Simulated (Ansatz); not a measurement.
# Relaxing LaSb, relaxed from a wurtzite start to space group P6_3/mmc (read at 0.02 Å)

Computed with Ansatz (plane waves, PAW, 420 eV cutoff): PBEsol, scalar-relativistic, no spin polarisation, 8×8×4 k-mesh, Gaussian smearing of 0.05 eV; PAW files: Ansatz's generated set soft_2.

The start was a prototype's sites filled with these elements. The Crystallography Open Database lists the compound in space group Fm-3m (rock salt), so this is a trial structure.

The first cell:

```
La Sb
1.0
     4.95633    0.00000    0.00000
    -2.47816    4.29231    0.00000
     0.00000    0.00000    8.11732
La Sb
2 2
Direct
  0.66667 0.33333 0.00000
  0.33333 0.66667 0.50000
  0.66667 0.33333 0.62520
  0.33333 0.66667 0.12520
```

The runs in order:

| run | level | k-mesh | kind | V (Å³/atom) | P (GPa) | E − E(final) (meV/atom) | gap on the mesh (eV) |
| --- | --- | --- | --- | --- | --- | --- | --- |
| 1 | PBEsol | 8×8×4 | cell and atoms relaxed | 41.57 | 0.1 | 0.0 | metal |

Cell and atoms are those of this level's equilibrium.

The final structure (symmetry read at 0.01 Å). Symmetry: P6_3/mmc, No. 194, hexagonal system. The conventional cell has a = 5.477 Å, b = 5.477 Å, c = 6.400 Å, α = 90.00°, β = 90.00°, γ = 120.00°. La (site symmetry -6m2) is surrounded by 5 Sb at 3.16 to 3.20 Å. Around Sb (site symmetry -6m2) lie 5 La at 3.16 to 3.20 Å. (Shells end 15 % past the nearest neighbour.)

At the final geometry the gap, band path included, is zero (metallic). The equation of state gives B0 = 43 GPa and B0′ = 4.0. Against the elements' standard states, run alike and uncorrected, the formation energy is -0.95 eV/atom. The runs in the table took roughly 3 core-minutes.

**Why it comes out so.**

Formal charges La³⁺, Sb³⁻ balance and leave closed shells on every ion, yet the run finds no gap: the anions' valence bands overlap the cations' empty bands by 0.1 eV on the mesh. Semilocal functionals make gaps too small, by up to about 1 eV in such compounds, so the real crystal may have a narrow gap or be a semimetal.

These numbers lack spin–orbit coupling.
